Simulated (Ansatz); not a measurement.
Si in space group Ia-3 (No. 206; Si on 16c) under volume change, PBEsol in the plane-wave PAW code Ansatz, shape and atoms relaxed at each volume.

```tsv
V (Å³/atom)	E − E(relaxed) (meV/atom)	P (GPa)
16.376	48.1	10.28
16.916	20.3	6.28
17.456	4.9	2.98
17.995	0.0	0.01
18.535	4.4	-2.53
19.075	16.6	-4.67
19.615	35.5	-6.47
```

Problem. What does a third-order Birch–Murnaghan fit give for V₀, B₀ and B′?

Solution. V₀ = 18.00 Å³/atom, B₀ = 89.9 GPa, B′ = 4.1.

The workflow started from an entry of the Crystallography Open Database (COD), which files this formula under 3 space groups. It is not the phase usual at ambient conditions (space group No. 227). Symmetry was held in the PBEsol relaxation; of distortions, only those at the zone centre were tested.

Potentials: the later of the program's two PAW sets.
